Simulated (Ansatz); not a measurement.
A relaxed structure of Ge is spoiled in several ways and relaxed again each time (noise and exchanges are one random draw each; pressure is positive under compression). Method: PBEsol (plane waves to 420 eV, PAW, scalar-relativistic; Ansatz, a program for electronic structure).

Space group Fd-3m, origin choice 1 (No. 227); a = 5.676 Å, b = 5.676 Å, c = 5.676 Å, α = 90.00°, β = 90.00°, γ = 90.00°

| atom | site | symmetry | x | y | z |
|---|---|---|---|---|---|
| Ge | 8a | -43m | 0.0000 | 0.0000 | 0.0000 |
(The calculation used a cell of 2 atoms; values per cell refer to that cell.)

```tsv
change	first pressure (GPa)	largest first force (eV/Å)	released (eV/atom)	moves	outcome	final group	E − E(parent) (eV/atom)
deformed by the Cartesian strain tensor (xx, yy, zz, yz, xz, xy) = (-0.109, -0.102, 0.061, -0.039, -0.095, 0.034)	23	3.1	0.58	10	returns to the parent	Fd-3m	0.00
with every coordinate shifted by Gaussian noise of σ = 0.3 Å	20	9.9	1.60 to 1.61	8	returns to the parent	Fd-3m	0.00
```

First-step values come from each run's starting, coarser k-mesh (8×8×7, 7×7×7). Each cell has its own k-point mesh; energy differences are given only to the digits this allows. No spin polarisation in the result.
